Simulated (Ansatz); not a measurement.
Crystals of one structure type (zinc blende) and one family of elements, relaxed and computed with r²SCAN (plane waves, PAW; program Ansatz); HSE06 gaps on those cells.

```
crystal  gap (eV)  HSE06 gap (eV)
-------  --------  --------------
InAs         0.08            0.36
InP          1.02            1.35
BP           1.41            1.96
GaP          1.85               ?
GaN          2.17            3.00
AlN          3.93            4.55
BN           4.99            5.79
```

Problem. Fit a straight line to E_g(HSE06) against E_g and predict the withheld value.

Solution. Least squares on the 6 shown rows: E_g(HSE06) = 1.095 × E_g + (0.353), with a scatter of 0.14. For GaP this gives 2.38. The run itself gave 2.26, within the scatter.

All cells were relaxed under the symmetry of their starts (and spin orders); stability against distortions was not tested throughout. Scalar-relativistic: spin–orbit coupling is off unless named, which matters more the heavier the elements.

Potentials: the earlier of the program's two PAW sets.
